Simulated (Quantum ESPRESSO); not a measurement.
Kohn-Sham bands of AlN (wurtzite)

```
CELL_PARAMETERS angstrom
      3.12859     0.00000     0.00000
     -1.56429     2.70944     0.00000
      0.00000     0.00000     5.01696
ATOMIC_POSITIONS crystal
  Al 0.66667 0.33333 0.49929
  Al 0.33333 0.66667 0.99929
  N  0.66667 0.33333 0.88071
  N  0.33333 0.66667 0.38071
```

Materials Project entry mp-661; symmetrised, unrelaxed at this level. COD (Crystallography Open Database) has an entry of this formula and space group (matched by these alone). Level: PBEsol, no spin polarisation, no spin-orbit coupling; pw.x of Quantum ESPRESSO at 68 Ry with PseudoDojo potentials, 12×12×6 k-points, Wannier90. Density: 12×12×6 mesh, cold smearing 0.01 Ry.

Q: List the Kohn-Sham levels between −8 and 7.0 eV relative to the valence-band maximum at the high-symmetry points, as a band run of pw.x on that density gives them (levels within 2 meV counted together).

A: 
```tsv
point	k (reciprocal lattice)	levels (eV)
Γ	0.000 0.000 0.000	-5.98, -0.85 (×2), -0.20 (×2), 0.00, 3.97, 6.43
M	0.500 0.000 0.000	-5.44, -4.16, -3.33, -2.07, -1.78, -0.68, 5.64 (×2)
K	0.333 0.333 0.000	-4.80, -3.78 (×2), -2.44, -2.38 (×2), 4.89
A	0.000 0.000 0.500	-3.33 (×2), -0.53 (×4), 6.23 (×2)
L	0.500 0.000 0.500	-5.58 (×2), -1.45 (×2), -1.36 (×2), 5.13 (×2)
H	0.333 0.333 0.500	-4.82 (×2), -3.85 (×2), -0.80 (×2)
```
